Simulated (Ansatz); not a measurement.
The start is a relaxed ZnSiP2 cell displaced along its unstable phonon at q = Γ (118i cm⁻¹), largest move 0.15 Å. The cell and all atomic positions are relaxed at zero pressure with PBEsol (plane waves to 420 eV, PAW, scalar-relativistic; Ansatz, a first-principles code). The first steps use a coarse 11×11×3 k-mesh.

Input geometry:
```yaml
crystal:
  lattice:
    - [3.41243, 0.00000, 0.00000]
    - [-1.70622, 2.95525, 0.00000]
    - [0.00000, 0.00000, 12.26763]
  atoms:
    - { symbol: Zn, position: [0.33333, 0.66667, 0.75000] }
    - { symbol: Zn, position: [0.66667, 0.33333, 0.25000] }
    - { symbol: P, position: [0.30795, 0.61591, 0.11314] }
    - { symbol: P, position: [0.69205, 0.38409, 0.61314] }
    - { symbol: P, position: [0.64129, 0.28258, 0.88686] }
    - { symbol: P, position: [0.35871, 0.71742, 0.38686] }
    - { symbol: Si, position: [0.99267, 0.98534, 0.00000] }
    - { symbol: Si, position: [0.00733, 0.01466, 0.50000] }
```

What is the largest force in the starting geometry, and on which atom (counted from 1)?

0.20 eV/Å, on Si7, Si8 (atoms numbered as listed).

By how much does the energy per atom fall from start to end?

0.06 eV/atom.

How does the volume per atom move from start to end?

+6.0 %, from 15.46 to 16.40 Å³/atom.

Does it find its way back to the structure it was made from?

It does not go back: it reaches Cmc2₁ (No. 36), 0.07 eV/atom below the parent.

Give the final cell and atomic positions.


Space group Cmc2₁ (No. 36); a = 3.282 Å, b = 6.670 Å, c = 11.987 Å, α = β = γ = 90.00°

```csv
atom,site,symmetry,x,y,z
Zn,4a,m..,0.0000,0.2316,0.7658
P,4a,m..,0.0000,0.2719,0.1059
P,4a,m..,0.0000,0.4778,0.3710
Si,4a,m..,0.0000,0.0298,0.5073
```
(The calculation used a cell of 8 atoms; values per cell refer to that cell.)

Final values are on a 16×16×4 k-mesh of the relaxed cell. No spin polarisation in the result.

The run could not lose the symmetry of its start: the end is stationary, and may be a saddle point rather than a minimum.

The relaxed structure here is a generated cell of ZnSiP2: the first start was made by placing the elements on the sites of a structure type, and the end was not matched to a known phase here, so it may be hypothetical.
